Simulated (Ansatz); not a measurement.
The calculation used DFT PBE, scalar-relativistic, plane waves, PAW in Ansatz. Cutoff 420 eV, Γ-centred 8×8×6 mesh (7-atom cell), Gaussian smearing of 0.10 eV, no spin polarisation.

Energies over the elements count from the elements' standard structures at the same level, with no fitted energy shifts. The references include crystalline Br.

Q: Give a relaxed trial structure of an orthorhombic metal made of Br and K, with a formation energy near −1.28 eV/atom and about 61 Å³ per atom, in a cell of 7 atoms. Its symmetry should be Cmmm (No. 65).

A: K4Br3, space group Cmmm (No. 65). K is surrounded by 3 Br at 3.23–3.32 Å, 1 Br at 3.51 Å and 1 K at 3.53 Å; around Br on a site of symmetry mmm lie 4 K at 3.23 Å and 4 Br at 4.23 Å; Br on a site of symmetry m2m has 6 K at 3.32–3.51 Å, 2 Br at 3.76 Å and 2 Br at 4.23 Å.

```cif
data_structure
_symmetry_space_group_name_H-M 'P 1'
_symmetry_Int_Tables_number 1
_cell_length_a 9.3599
_cell_length_b 9.3599
_cell_length_c 8.6724
_cell_angle_alpha 90.000
_cell_angle_beta 90.000
_cell_angle_gamma 145.577
_cell_volume 429.49
loop_
_atom_site_label
_atom_site_type_symbol
_atom_site_fract_x
_atom_site_fract_y
_atom_site_fract_z
_atom_site_occupancy
K1 K 0.84890 0.15110 0.20326 1
K2 K 0.15110 0.84890 0.20326 1
K3 K 0.84890 0.15110 0.79674 1
K4 K 0.15110 0.84890 0.79674 1
Br1 Br 0.00000 0.00000 0.00000 1
Br2 Br 0.32114 0.67886 0.00000 1
Br3 Br 0.67886 0.32114 0.00000 1
```

The volume per atom is 61.36 Å³ and the density is 1.53 g/cm³. The formation energy is −1.28 eV/atom and the gap on the 8×8×6 mesh of the 7-atom cell is 0 eV (a metal).

The cell was found from a structure generator's guess, not taken from experiment. Other answers may fit too; this one was computed.

An odd number of electrons in the primitive cell allows no gap without spin; a larger cell or a magnetic state could open one. The reference form of Br is held partly by dispersion forces, which this level lacks. A structure relaxed within its symmetry needn't be a true minimum.
